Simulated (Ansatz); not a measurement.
An Ansatz (an electronic-structure program) run. Input:

Ansatz 0.2 input:
```yaml
crystal:
  lattice:
    - [2.9567508436, 0.0, 0.0]
    - [0.0, 2.9567508436, 0.0]
    - [0.0, 0.0, 2.9567508436]
  atoms:
    - { symbol: Al, position: [0.0, 0.0, 0.0] }
    - { symbol: Cu, position: [0.5, 0.5, 0.5] }
kpoints:
  mp_grid: { grid: [14, 14, 14] }
hamiltonian:
  xc: r2scan
  pseudopotentials: { kind: paw }
scf:
  occupations: { method: fermi_dirac, width: 0.1 }
phonons:
  method: dfpt
  response_accuracy: low
  eigenvectors: true
  rigid_motions: translations
```

Output (shortened):

```
Pseudopotential: Al, paw, valence charge 3
Pseudopotential: Cu, paw, valence charge 19
Functional definition: r2SCAN
Crystal: 2 atoms, lattice volume = 25.849 Å³
Basis set: ecut = 500 eV, 691 PW (Γ), exchange–correlation on 120×120×120 points (125 copies of the dense FFT grid, shifted against one another)
Bands: 15, of which v1, the nominal top of the filled ones, is band 11 counted from 1 (10 counted from 0)
Symmetry: 48 space group operations
k-points: 288 of 2744 (irreducible under 8 space group operations, time reversal used)
SCF iter   1: F=—  HF=-7171.997524 eV  |F-HF|=—  |Δ(HF+E_count)|=         —  Δρ=2.52e-2  dr2=1.13e-1  dr2_τ=6.89e-3  ethr=1.77e-3  ⟨swp⟩=4.2  Hψ=19391  notcnv=0
preconditioner: auto → none
SCF iter   2: F=—  HF=-7172.003526 eV  |F-HF|=—  |Δ(HF+E_count)|=   6.00e-3  Δρ=1.49e-2  dr2=2.69e-2  dr2_τ=6.62e-4  ethr=5.13e-4  ⟨swp⟩=2.0  Hψ=9478  notcnv=0  defer=6
SCF iter   3: F=—  HF=-7171.990129 eV  |F-HF|=—  |Δ(HF+E_count)|=   1.34e-2  Δρ=2.44e-3  dr2=1.98e-3  dr2_τ=1.26e-5  ethr=1.22e-4  ⟨swp⟩=2.1  Hψ=7467  notcnv=0  defer=6
SCF iter   4: F=—  HF=-7171.989370 eV  |F-HF|=—  |Δ(HF+E_count)|=   7.58e-4  Δρ=9.37e-4  dr2=1.57e-4  dr2_τ=1.17e-6  ethr=8.98e-6  ⟨swp⟩=2.0  Hψ=6419  notcnv=0  defer=6
SCF iter   5: F=—  HF=-7171.989398 eV  |F-HF|=—  |Δ(HF+E_count)|=   2.73e-5  Δρ=1.61e-4  dr2=6.35e-6  dr2_τ=1.52e-7  ethr=7.15e-7  ⟨swp⟩=2.2  Hψ=6007  notcnv=0  defer=6
SCF iter   6: F=—  HF=-7171.989391 eV  |F-HF|=—  |Δ(HF+E_count)|=   6.93e-6  Δρ=7.13e-5  dr2=1.49e-6  dr2_τ=1.50e-8  ethr=2.89e-8  ⟨swp⟩=2.3  Hψ=6402  notcnv=0  defer=6
SCF iter   7: F=—  HF=-7171.989383 eV  |F-HF|=—  |Δ(HF+E_count)|=   7.37e-6  Δρ=2.06e-5  dr2=8.73e-8  dr2_τ=3.15e-10  ethr=6.78e-9  ⟨swp⟩=1.9  Hψ=5221  notcnv=0  defer=6
SCF iter   8: F=—  HF=-7171.989383 eV  |F-HF|=—  |Δ(HF+E_count)|=   1.07e-8  Δρ=9.45e-7  dr2=1.55e-10  dr2_τ=6.91e-13  ethr=3.97e-10  ⟨swp⟩=2.2  Hψ=6039  notcnv=0  defer=6
SCF iter   9: F=-7171.989383 eV  HF=-7171.989383 eV  |F-HF|=0.00e0  |Δ(HF+E_count)|=    0.00e0  Δρ=7.01e-8  dr2=5.30e-13  dr2_τ=3.43e-14  ethr=1.00e-12  ⟨swp⟩=5.2  Hψ=17937  notcnv=0
SCF 1 converged in 9 iterations: F = -7171.989383 eV  dr2 = 5.30e-13
DFPT response loops at Γ: preconditioner auto → Kerker (q_TF=auto, 2.656 Å⁻¹) (partly filled bands, converged f_vac=0.000) …
SCF converged after 9 iterations
Free energy (F): -7171.989383 eV
Harris-Foulkes:  -7171.989383 eV  (|F-HF|=0.00e0)
Internal energy: -7171.968648 eV  (E = F + TS)
E sigma→0 (E₀):  -7171.979016 eV
Entropy (-TS):   -0.020735 eV (-10.367 meV/atom)
Fermi energy:    13.702916 eV
--- Per-component energies (eV) ---
  E_band       = -447.423548
  E_kinetic    = 324.551259
  E_local      = -5159.882205  (includes V_loc(G=0)·N_el)
  E_nonlocal   = 400.957801
  E_hartree    = 2311.895619
  E_xc         = -121.962970
  E_vxc        = -158.519752  (∫ρ·V_xc dr)
  E_paw        = -2148.242624  (= ΣΔE_a)
  E_vpaw       = -489.027404  (= ΣTr[D̂ρ^β])
  E_aug_tail   = 0.000146  (compensation charges beyond the density's cutoff)
  E_vtau       = 10.705311  (kinetic-family band-sum trace: ∫τ·v_τ [+ j·A + Jᵃ·Aᵃ] dr)
  E_ewald      = -2778.924458
  E_core_change = -0.361216  (= ΣΔE_core)
  E_smearing   = -0.020735  (= −TS)
  E_closure    =  0.000000  (closes the sum)
  Σ components = -7171.989383   (vs F -7171.989383, Δ=0.00e0)
  [band-id]    e_kinetic+e_local+e_nonlocal+2·e_hartree+e_vxc+e_vpaw+e_augmentation_tail+e_vtau = -447.423608   (vs E_band -447.423548, Δ=-5.92e-5)
--- Band table (eV; the first three rows and the last of 288) ---
  k-point 0: bands = ["-104.3918", "-60.1966", "-60.1966", "-60.1966", "1.2104", "8.3713", "8.3713", "9.5594", "9.5594", "9.5594", "17.8948", "17.8948", "17.8948", "20.2325", "20.2325"]
  k-point 1: bands = ["-104.3918", "-60.1971", "-60.1966", "-60.1966", "1.3041", "8.3744", "8.3862", "9.5326", "9.5326", "9.5623", "16.7538", "18.0079", "18.0079", "20.2650", "21.2381"]
  k-point 2: bands = ["-104.3917", "-60.1985", "-60.1965", "-60.1965", "1.5842", "8.3702", "8.4280", "9.4594", "9.4594", "9.5704", "14.9700", "18.3407", "18.3407", "20.3615", "22.5276"]
  k-point 287: bands = ["-104.3903", "-60.2050", "-60.2050", "-60.2050", "7.7944", "7.7944", "7.7944", "9.9458", "9.9458", "14.3050", "14.3050", "14.3050", "16.0520", "16.0520", "16.0520"]
--- Phonons (Γ-DFPT): 2 representative perturbations + reference, on 288 of 2744 k-points (Σ response iterations 10) ---
  ASR residual: 4.258e-4 → 0.000e0 eV/Å²; symmetrization residual: 3.786e-5 eV/Å²
  ASR residual per site (eV/Å²): 2.95e-6 4.26e-4
  Γ frequencies (cm⁻¹): 0.00 0.00 0.00 262.43 262.43 262.43
  non-analytic LO–TO correction: not included (Born effective charges unavailable; polar crystals: no LO–TO splitting at Γ)
```

Cost: around 70 core-seconds (rough) on shared cores.

Space group Pm-3m (CsCl type). The workflow started from a Materials Project entry (that database holds measured and hypothetical structures alike); the Crystallography Open Database copy checked does not list it. COD files the formula under space group No. 12. Whether it is the stable phase at ambient conditions was not checked. The r²SCAN relaxation kept the symmetry of its start. At this level the phase is mechanically unstable. No spin polarisation was allowed. As this level gives no gap, phonon frequencies hold no LO–TO term and depend on the k-mesh and smearing (Fermi–Dirac, 0.1 eV here).

Potentials: the later of the program's two PAW sets.

Ansatz is a plane-wave DFT program.
